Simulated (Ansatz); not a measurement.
SiC (wurtzite, P6_3mc) under volume change, r²SCAN in the plane-wave PAW code Ansatz, shape and atoms relaxed at each volume.

```tsv
V (Å³/atom)	E − E(relaxed) (meV/atom)	P (GPa)
9.406	69.4	25.76
9.716	[?]	[?]
10.027	7.0	7.37
10.337	0.0	0.01
10.647	6.3	-6.35
10.957	24.0	-11.84
11.267	[?]	[?]
```

Some entries are withheld; supply them.


- 9.716, E − E(relaxed) (meV/atom): 29.3
- 9.716, P (GPa): 15.89
- 11.267, E − E(relaxed) (meV/atom): 51.6
- 11.267, P (GPa): -16.58

What does a third-order Birch–Murnaghan fit give for V₀, B₀ and B′?

V₀ = 10.34 Å³/atom, B₀ = 228 GPa, B′ = 3.9.

The cell was relaxed with r²SCAN under the symmetry of its start; phonons on a q-mesh show no instability.

Potentials: the later of the program's two PAW sets.
